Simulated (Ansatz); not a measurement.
# Exchange couplings of Eu (Im-3m)

```
Eu
1.0
    -2.30300    2.30300    2.30300
     2.30300   -2.30300    2.30300
     2.30300    2.30300   -2.30300
Eu
1
Direct
  0.00000 0.00000 0.00000
```

Geometry: a structure as deposited in COD; nothing is relaxed.

Settings: LDA, 12×12×12 k mesh, Fermi–Dirac smearing of 0.05 eV. AE-PAW is all-electron PAW in Ansatz 0.2.0 on datasets made for the crystal. Site moments are integrated in spheres about the atoms. Start moments (μB): Eu 7.1.

Site moments (μB): Eu 7.06. Cell moment 7.27 μB.

Couplings come from the force theorem (directions of the magnetic atoms constrained, all else relaxed) on a 12×12×12 mesh, with E = −Σ J e_i·e_j over ordered pairs of unit vectors, so positive J favours parallel moments.

```tsv
pair	count	J AE-PAW (meV)	J, frozen-core files (meV)
Eu–Eu at 3.99 Å	8	+3.89	+3.97
Eu–Eu at 4.61 Å	6	+1.46	+1.50
Eu–Eu at 6.51 Å	12	-0.73	-0.74
Eu–Eu at 7.64 Å	24	-0.32	-0.33
Eu–Eu at 7.98 Å	8	-0.65	-0.66
Eu–Eu at 9.21 Å	6	+0.06	+0.06
Eu–Eu at 10.04 Å	24	-0.22	-0.23
Eu–Eu at 10.30 Å	24	-0.06	-0.06
```

The program reports that this state isn't the lowest of its own couplings. The gain of the softest rotation is smaller than what its band sum leaves out of a whole turn, though, so more bands could change its sign.

The couplings come from one mesh, and their convergence in k wasn't tested.

Without U a semilocal functional puts the f levels too near the Fermi level, which can change moments and the order of magnetic states; site and cell moments are spin moments. Spin–orbit coupling is left out although heavy atoms are present. With open f shells a run can end in a state that isn't the lowest. The program couldn't verify every level among the many empty bands that the force theorem sums over. None of this fixes the real material's magnetic order: only patterns that fit the cell were computed, without spin fluctuations and on one mesh and smearing, with a functional that can overstate moments.
